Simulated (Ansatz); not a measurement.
Relaxed-ion elastic tensor of Sc (fcc (Cu type), Fm-3m) in GPa (Voigt order), plane-wave PAW r²SCAN (Ansatz code); density 2.97 g/cm³, 25.15 Å³ per atom.

```csv
,1,2,3,4,5,6
1,62.2,48.3,48.3,0.0,0.0,0.0
2,48.3,62.2,48.3,0.0,0.0,0.0
3,48.3,48.3,62.2,0.0,0.0,0.0
4,0.0,0.0,0.0,36.0,0.0,0.0
5,0.0,0.0,0.0,0.0,36.0,0.0
6,0.0,0.0,0.0,0.0,0.0,36.0
```

### Question
Is the crystal mechanically stable?

### Answer
Yes: the smallest eigenvalue of C is 13.9 GPa.

### Question
Work out the Voigt, Reuss and Hill averages.

### Answer
K_V = 52.9, K_R = 52.9, K_H = 52.9; G_V = 24.4, G_R = 13.5, G_H = 18.9 GPa.

### Question
Give Young's modulus, Poisson's ratio, Pugh's ratio and the universal anisotropy index.

### Answer
E = 9KG/(3K + G) = 50.7 GPa; ν = 0.34; K/G = 2.80 (ductile by the Pugh limit of 1.75); A_U = 5G_V/G_R + K_V/K_R − 6 = 4.06.

### Question
Estimate the sound speeds and the Debye temperature.

### Answer
v_l = √((K + 4G/3)/ρ) = 5130 m/s, v_t = √(G/ρ) = 2520 m/s, mean 2840 m/s; Θ = (h/k)(3n/4πV)^(1/3) v_m = 288 K.

### Question
Give the Zener ratio and Young's modulus along [100], [110] and [111].

### Answer
A = 2C44/(C11 − C12) = 5.19; 1/E = S11 − 2(S11 − S12 − S44/2)Γ with Γ = 0, 1/4, 1/3 gives 19.9, 47.5, 88.1 GPa.

### Question
Solve the Christoffel equation for the three sound speeds along [100], [110], [111].

### Answer
Eigenvalues of C_ijkl n_j n_l equal ρv². In km/s, slowest first: [100] 3.48, 3.48, 4.58; [110] 1.53, 3.48, 5.54; [111] 2.37, 2.37, 5.83.

The first step of the workflow began from a Materials Project structure, measured or hypothetical; the Crystallography Open Database files this formula in space group No. 225, but the cells were not matched. It is not the phase usual at ambient conditions (space group No. 194). Symmetry was held in the r²SCAN relaxation; whether a distortion lowers the energy is not shown. The run is not spin-polarised. As this level gives no gap, shear constants depend on the k-mesh and smearing (Fermi–Dirac, 0.1 eV here).

Potentials: the earlier of the program's two PAW sets.
